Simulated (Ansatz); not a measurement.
NaCl:
```
CELL_PARAMETERS angstrom
      3.46065     0.00000     0.00000
      0.00000     3.46065     0.00000
      0.00000     0.00000     3.46065
ATOMIC_POSITIONS crystal
  Na 0.00000 0.00000 0.00000
  Cl 0.50000 0.50000 0.50000
```

Relaxed with r²SCAN. Special points in fractions of this cell's reciprocal vectors: Γ (0.000, 0.000, 0.000); X (0.000, 0.500, 0.000); M (0.500, 0.500, 0.000); R (0.500, 0.500, 0.500).

Task: List the band energies nearest the valence-band maximum at these points for plane-wave PAW r²SCAN (Ansatz code).

Result: In eV from the valence-band maximum; about four levels below and three above (degenerate sets whole), none deeper than 8.9 eV; points with the same levels are listed once.

| k | below | above |
|---|---|---|
| Γ | -0.54 -0.54 -0.54 | 4.91 9.13 9.13 |
| X | -3.13 -0.28 -0.28 | 7.80 9.76 11.11 |
| M | -2.44 -2.44 0.00 | 6.20 10.71 12.18 12.18 |
| R | -2.01 -2.01 -2.01 | 7.70 7.70 7.70 |

Space group Pm-3m (CsCl type). This is a known high-pressure phase of the composition, computed here at zero pressure and temperature. The r²SCAN relaxation kept the symmetry of its start. At this level the phase is dynamically unstable (imaginary phonons).

Potentials: the later of the program's two PAW sets.
